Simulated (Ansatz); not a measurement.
The cell below belongs to a search over invented structures; it isn't taken from experiment.

Input and command of a plane-wave DFT calculation in Ansatz:

```yaml
crystal:
  lattice:
    - [-2.74427019, 2.74427019, 3.63911726]
    - [2.74427019, -2.74427019, 3.63911726]
    - [2.74427019, 2.74427019, -3.63911726]
  atoms:
    - { symbol: Mg, position: [0.7497668, 0.7497668, 0.0] }
    - { symbol: Mg, position: [0.2502332, 0.2502332, 0.0] }
    - { symbol: Ti, position: [0.75, 0.25, 0.5], spin: 1.0 }
    - { symbol: Ti, position: [0.25, 0.75, 0.5], spin: 1.0 }
    - { symbol: Ti, position: [0.0, 0.0, 0.0], spin: 1.0 }
    - { symbol: O, position: [0.5, 0.5, 0.0] }
    - { symbol: O, position: [0.5, 0.0, 0.5] }
    - { symbol: O, position: [0.0, 0.5, 0.5] }
basis:
  ecutwfc: 420
kpoints:
  mp_grid: { grid: [4, 4, 4] }
hamiltonian:
  xc: pbe
scf:
  occupations: { method: gaussian, width: 0.2 }
  lower_state_search: "off"
output:
  forces: true
  stress: true
  eigenvalues: true
  populations: true
magnetization:
  spin_polarized: true
relax:
  adjacent_minimum: "off"
  f_tol: 0.08
  max_steps: 16
  cell: { stress_tol: 0.8 }
```

```bash
ansatz run input.yaml --threads 1 --pin off --max-ram 2560MiB --backend cpu --events-out ev --progress --plain --runs-dir out
```

Processor: Intel(R) Xeon(R) 6975P-C (Granite Rapids), 1 thread, on a host shared with other jobs.

Task: How long does it run, and how much memory does it take?

Result: About 86 s, peak memory 0.52 GiB. It solves 47 bands at 13 k points (after reduction by symmetry) with about 2413 plane waves (on the last cell), in 124 SCF iterations over 8 ionic steps.
